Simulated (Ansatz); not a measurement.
What internal relaxation does to the elastic constants of Zr3O

Level of theory: DFT PBEsol, scalar-relativistic, plane waves, PAW in Ansatz. Plane waves to 420 eV; Γ-centred k mesh 6×6×8; Fermi-Dirac smearing of 0.15 eV. No spin polarisation.

The cell, relaxed at this level:
```xyz
8
Lattice="5.5835 0.0000 0.0000 -2.7918 4.8355 0.0000 0.0000 0.0000 5.1682" Properties=species:S:1:pos:R:3 pbc="T T T"
Zr    1.9017    0.0000    0.0000
Zr    0.9508    1.6469    2.5841
Zr   -0.9508    1.6469    0.0000
Zr    3.6818    0.0000    2.5841
Zr    1.8409    3.1885    0.0000
Zr   -1.8409    3.1885    2.5841
O     0.0000    3.2236    1.2920
O     2.7918    1.6118    3.8761
```

In a metal, frequencies and elastic constants depend on the k mesh and the smearing, soft modes and shear constants most. A semilocal functional can close a gap that the real compound has.

Clamped-ion constants (GPa, Voigt order; atoms follow the strain homogeneously):
C11 = 260.1, C12 = 86.6, C13 = 101.2, C22 = 260.1, C23 = 101.2, C33 = 247.0, C44 = 80.3, C55 = 80.3, C66 = 86.8 GPa; the others vanish.

Problem. What are the constants once the atoms relax in each strained cell?

Solution.
C11 = 213.1, C12 = 114.5, C13 = 94.9, C22 = 213.1, C23 = 94.9, C33 = 242.9, C44 = 77.0, C55 = 77.0, C66 = 49.3 GPa; the others vanish.
The Voigt shear modulus goes from 81.4 to 65.0 GPa and the Voigt bulk modulus from 149.5 to 142.0 GPa. Relaxation subtracts ΛᵀK⁻¹Λ/V, with Λ the forces that a strain puts on the atoms and K the zone-centre force constants. At a stable cell this can only lower the diagonal constants, and it acts only for strains that share their symmetry with an optical mode; elsewhere, and where the coupling is weak, the constants hardly move.

Cost: 2 runs of about 19 core-minutes in all, on Arm Neoverse V2, Intel Xeon 6975P-C (Granite Rapids) (shared hosts).